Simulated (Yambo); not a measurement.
**Convergence of the G0W0 gap of KIO3**

G0W0@PBEsol for KIO3 (space group R3m, No. 160) in Yambo. Reference settings: 2×2×2 Γ-centred k mesh, 254 bands and a 7 Ry block in the screening, 254 bands in G with the Bruneval-Gonze terminator, plasmon pole fitted at 27.2 eV. The PBEsol gap Z → Z on this mesh is 2.27 eV; G0W0 gaps are taken between the same points.

```
change from the reference       G0W0 gap Z → Z (eV)  shift of the valence edge (eV)        rough Yambo cost
------------------------------  -------------------  ------------------------------  ----------------------
reference settings                             3.91                           -0.73                       1
100 bands in W, 100 bands in G                 4.03                           -0.54               about 1/2
166 bands in W, 166 bands in G                 3.95                           -0.66  within a factor of two
100 bands in G                                 3.93                           -0.68                       –
166 bands in G                                 3.91                           -0.72                       –
122 bands in W                                 3.99                           -0.62  within a factor of two
1 Ry block                                     4.15                           -0.73  within a factor of two
3 Ry block                                     3.85                           -0.58  within a factor of two
6 Ry block                                     3.88                           -0.68  within a factor of two
pole fitted at 10 eV                           3.84                           -0.60                       –
no random integration                          3.84                           -0.48                       –
100 bands in G, no terminator                  3.89                           -0.11                       –
166 bands in G, no terminator                  3.88                           -0.39                       –
no terminator                                  3.89                           -0.54                       –
```

The reference isn't shown to be the converged limit. Costs are rough (shared machines), scaled to the same edge states, and given only for runs that recompute the screening. The mesh misses a band edge: along a dense path the PBEsol gap is 2.22 eV against 2.27 eV on the mesh.

Spin-orbit coupling is included.

Geometry of the Materials Project entry, not relaxed at this level; primitive cell a = b = c = 4.4383 Å, α = β = γ = 88.67°.

A shift is the quasiparticle energy of the state minus its PBEsol energy.
